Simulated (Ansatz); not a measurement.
Here is the system:

Starting cell, TiO$_{2}$ (rutile):

```yaml
crystal:
  lattice:
    - [4.59734, 0.00000, 0.00000]
    - [0.00000, 4.59734, 0.00000]
    - [0.00000, 0.00000, 2.95429]
  atoms:
    - { symbol: Ti, position: [0.00000, 0.00000, 0.00000] }
    - { symbol: Ti, position: [0.50000, 0.50000, 0.50000] }
    - { symbol: O, position: [0.30461, 0.30461, 0.00000] }
    - { symbol: O, position: [0.80461, 0.19539, 0.50000] }
    - { symbol: O, position: [0.19539, 0.80461, 0.50000] }
    - { symbol: O, position: [0.69539, 0.69539, 0.00000] }
```

In this cell atom 2 (Ti, nearest neighbour O at 1.948 Å; its periodic images, 3.0 Å or more away, move with it) is moved by s along Cartesian [110], unit vector (0.707, 0.707, 0.000); all other atoms and the cell stay fixed.

Calculation: r2SCAN (plane waves to 500 eV, PAW, scalar-relativistic; Ansatz, a first-principles code). k mesh 6×6×9 (Γ-centred), Fermi-Dirac smearing 0.05 eV. The energy includes the smearing's −TS. The PAW data are Ansatz's earlier set. TiO2 is run without spin polarisation. TiO2 was relaxed with its symmetry unable to fall. ΔE is measured from the undisplaced structure.

The scan covers s from -0.190 to 0.190 Å in 11 points.

**Question.** Is this a single well or a double well?

**Answer.** A single well with its minimum at or next to zero displacement.

**Question.** Is the energy the same for equal positive and negative displacements?

**Answer.** Even: the same for both signs. With its periodic images moving along, the atom's site symmetry in this cell is mmm.

**Question.** What is the force constant k = d²E/ds² of this move at s = 0?

**Answer.** 21.8 eV/Å².

(A displaced cell: forces are minus the slopes of the energy, force constants its curvatures, and phonons follow from these.)
